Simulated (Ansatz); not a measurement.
Cu₃Au (Cu3Au type)

```xyz
4
Lattice="3.7805 0.0000 0.0000 0.0000 3.7805 0.0000 0.0000 0.0000 3.7805" Properties=species:S:1:pos:R:3 pbc="T T T"
Cu     0.0000     1.8903     1.8903
Cu     1.8903     1.8903     0.0000
Cu     1.8903     0.0000     1.8903
Au     0.0000     0.0000     0.0000
```

The slice is a {100} plane (indices of the conventional cell) through the point (0.500, 0.500, 0.000) (fractional), spanned by u = [100] and v = [010] in vectors of this cell: u (3.78 Å) and v (3.78 Å, at 90° to u). It covers one period; positions are fractions (u, v).

All values below come from PBE (plane waves to 420 eV, PAW, scalar-relativistic; Ansatz, a quantum-chemistry and plane-wave program). k mesh 12×12×12. Near the nuclei the fields are pseudised (PAW); where an atom keeps semicore shells as valence, they peak there. Cu3Au is run without spin polarisation. Cu3Au was relaxed with its symmetry unable to fall. Spin-orbit coupling is left out, though Au is heavy.

What is the ELF at the density minimum of the shortest Cu–Au line in this plane (2.67 Å)?

0.2.

What is the valence density on the shortest Cu–Au line in this plane (2.67 Å), at its minimum between the atoms?

0.30 e/Å³.

Sketch the electrostatic potential energy of an electron, from the cell's mean on this plane as a map.


```tsv
v \ u	0.00	0.12	0.25	0.38	0.50	0.62	0.75	0.88
0.94	x	x	x	10.5	11.3	10.5	x	x
0.84	x	x	6.7	8.8	8.2	8.8	6.7	x
0.75	x	5.8	7.2	<3.0	x	<3.0	7.2	5.8
0.66	9.8	9.4	3.2	x	x	x	3.2	9.4
0.56	11.5	9.8	x	x	x	x	x	9.8
0.47	11.6	9.8	x	x	x	x	x	9.8
0.38	10.7	9.7	<3.0	x	x	x	<3.0	9.7
0.28	6.4	7.6	6.4	x	x	x	6.4	7.6
0.19	x	x	7.3	7.3	5.8	7.3	7.3	x
0.09	x	x	4.5	10.2	10.7	10.2	4.5	x
0.00	x	x	x	10.7	11.7	10.7	x	x
```

Values: electrostatic potential energy of an electron, from the cell's mean, in eV. Points within 1 Å of a nucleus are blanked (x), as the pseudised field means little there. Values under 3 eV are set to 3. The zero, the cell's mean, hangs on the PAW cores.
